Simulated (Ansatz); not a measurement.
# One atom moved along a line in Sr2CuSO2

Theory: DFT PBE, scalar-relativistic, plane waves, PAW (Ansatz). The runs took a 420 eV cutoff, a Γ-centred 12×12×8 mesh and Gaussian smearing (0.15 eV). No spin polarisation. Energies are free energies at this smearing, counted from the undisturbed cell; pressure is positive in compression.

The starting cell (relaxed at this level; it needn't be the usual structure):

```
Sr Cu S O
1.0
     3.90176    0.00000    0.00000
     0.00000    3.90176    0.00000
     0.00000    0.00000    6.88634
Sr Cu S O
2 1 1 2
Direct
  0.00000 0.00000 0.24813
  0.00000 0.00000 0.75187
  0.50000 0.50000 0.00000
  0.50000 0.50000 0.50000
  0.00000 0.50000 0.00000
  0.50000 0.00000 0.00000
```

Atom 1 (Sr) is moved by x along the Cartesian unit vector (1.000, 0.000, 0.000); the cell and all other atoms stay fixed. The cell is metallic on the mesh throughout.

```
  x (Å)  ΔE (meV/cell) force along x on the moved atoms (eV/Å)
-0.3000          133.1                                     0.92
-0.1500           32.3                                     0.43
 0.0000            0.0                                     0.00
 0.2250           73.5                                    -0.67
```

Cost: 4 runs of about 13 core-minutes in all, on Arm Neoverse N1 (shared hosts).